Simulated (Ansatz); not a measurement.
Method: Ansatz, DFT PBE, scalar-relativistic, plane waves, PAW. Settings: cutoff 420 eV, Γ-centred meshes spaced at most about 0.3 Å⁻¹, and about 0.25 Å⁻¹ or finer for metals (2π included), Gaussian smearing. No spin polarisation in the final relaxations.

Temperature and zero-point effects are left out.

Compare these two cells of Zr3TiC4, each relaxed at this level.

1.

Space group Cmmm (No. 65). a = 6.538 Å, b = 9.243 Å, c = 3.276 Å, α = 90.00°, β = 90.00°, γ = 90.00°
```csv
atom,site,symmetry,x,y,z
Zr,2b,mmm,0.5000,0.0000,0.0000
Zr,4f,..2/m,0.2500,0.7500,0.5000
Ti,2a,mmm,0.0000,0.0000,0.0000
C,4i,m2m,0.5000,0.7452,0.0000
C,4h,2mm,0.7597,0.0000,0.5000
```

2.

Space group Pmmm (No. 47). a = 3.271 Å, b = 4.633 Å, c = 6.538 Å, α = 90.00°, β = 90.00°, γ = 90.00°
| atom | site | symmetry | x | y | z |
| --- | --- | --- | --- | --- | --- |
| Zr | 2r | mm2 | 0.0000 | 0.5000 | 0.7458 |
| Zr | 1b | mmm | 0.5000 | 0.0000 | 0.0000 |
| Ti | 1d | mmm | 0.5000 | 0.0000 | 0.5000 |
| C | 2q | mm2 | 0.0000 | 0.0000 | 0.7389 |
| C | 1f | mmm | 0.5000 | 0.5000 | 0.0000 |
| C | 1h | mmm | 0.5000 | 0.5000 | 0.5000 |

Question: Which placement of the atoms is lower in energy, and by how much?

Answer: They are level within the accuracy (3 meV/atom apart, with cell 1 the lower in these runs). The two share one framework of sites and differ in which element sits where. Cell 1 has Zr and Ti ordered on rock salt sites, space group Cmmm (No. 65), 12.4 Å³/atom and no gap on its mesh; cell 2 has Zr and Ti ordered on rock salt sites, space group Pmmm (No. 47), 12.4 Å³/atom and no gap. Counting C atoms around Ti and Zr (those within 1.25 times the shortest such distance or 1.15 times the sum of covalent radii, 1.27 where that leaves under three), cell 1 and cell 2 both have Zr 6, Ti 6. In cell 1, around Zr on a site of symmetry mmm lie 6 C at 2.36 Å, 2 Ti at 3.27 Å and 10 Zr at 3.27–3.28 Å; around Ti lie 6 C at 2.27 Å, 10 Zr at 3.27 Å and 2 Ti at 3.28 Å; around C on a site of symmetry m2m lie 1 Ti at 2.27 Å and 5 Zr at 2.31–2.36 Å; 2 more sites not described. In cell 2, around Zr on a site of symmetry mm2 lie 6 C at 2.29–2.33 Å, 8 Zr at 3.21–3.32 Å and 4 Ti at 3.26 Å; Ti has 6 C at 2.26–2.32 Å, 10 Zr at 3.26–3.27 Å and 2 Ti at 3.27 Å; C on a site of symmetry mm2 is surrounded by 2 Ti at 2.26 Å and 4 Zr at 2.32–2.36 Å; 3 more sites not described. Both come from invented guesses.

The k mesh leaves some 4 meV/atom of noise in the energy of each metallic cell. With atoms moved at random, Cmmm came back. Other cells relaxed within their symmetry can be saddle points.
